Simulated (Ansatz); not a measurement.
# Relaxing CaSi in the CrB-type structure

**The experiment.** The Crystallography Open Database holds a cell as deposited of orthorhombic CaSi (space group Cmcm), temperature not stated (1950): axes, shortest first, 3.910, 4.590, 10.795 Å, 24.22 Å³/atom.

Computed with Ansatz (plane waves, PAW, 420 eV cutoff): PBEsol, scalar-relativistic, no spin polarisation, Γ-centred 8×8×8 mesh, 0.05 eV Gaussian smearing; PAW files: Ansatz's generated set soft_2.

The start was a prototype's sites filled with these elements; the Crystallography Open Database holds the compound in this structure.

The first cell, 1 % over the database's volume:

```xyz
4
Lattice="2.1100 -5.5757 0.0000 2.1100 5.5757 0.0000 0.0000 0.0000 4.1582" Properties=species:S:1:pos:R:3 pbc="T T T"
Ca    2.1100   -3.9559    1.0395
Ca    2.1100    3.9559    3.1186
Si    2.1100   -0.7137    1.0395
Si    2.1100    0.7137    3.1186
```

The runs in order:

| run | level | k-mesh | kind | V (Å³/atom) | P (GPa) | E − E(final) (meV/atom) | gap on the mesh (eV) |
| --- | --- | --- | --- | --- | --- | --- | --- |
| 1 | PBEsol | 8×8×8 | cell and atoms relaxed | 23.02 | 0.0 | 0.0 | metal |

The cell is relaxed to zero pressure at this level.

The final structure (symmetry read at 0.01 Å). The structure is orthorhombic, space group Cmcm (No. 63). Conventional cell: a = 4.473 Å, b = 10.653 Å, c = 3.865 Å, α = 90.00°, β = 90.00°, γ = 90.00°. Ca (site symmetry m2m) is surrounded by 7 Si at 3.05 to 3.15 Å. Si (site symmetry m2m) has 2 Si at 2.43 Å as nearest neighbours. (Neighbours are counted to 15 % beyond the shortest distance.)

```json
{"atom": "Ca", "site": "4c", "symmetry": "m2m", "x": "0.0000", "y": "0.1394", "z": "0.7500"}
{"atom": "Si", "site": "4c", "symmetry": "m2m", "x": "0.0000", "y": "0.4308", "z": "0.7500"}
```

- At the final geometry the gap, band path included, is zero (metallic).
- The equation of state gives B0 = 56 GPa and B0′ = 4.3.
- Against the elements' standard states, run alike and uncorrected, the formation energy is -0.59 eV/atom.
- The runs in the table took roughly 2.4 core-minutes.

**Comparison.** The computed cell (3.865, 4.473, 10.653 Å, 23.02 Å³/atom) differs from the database's by −5.0 % in volume, about −1.7 % in length. The axes miss by −1.2 %, −2.6 %, −1.3 %. That is a large miss for PBEsol, or the entry is off.
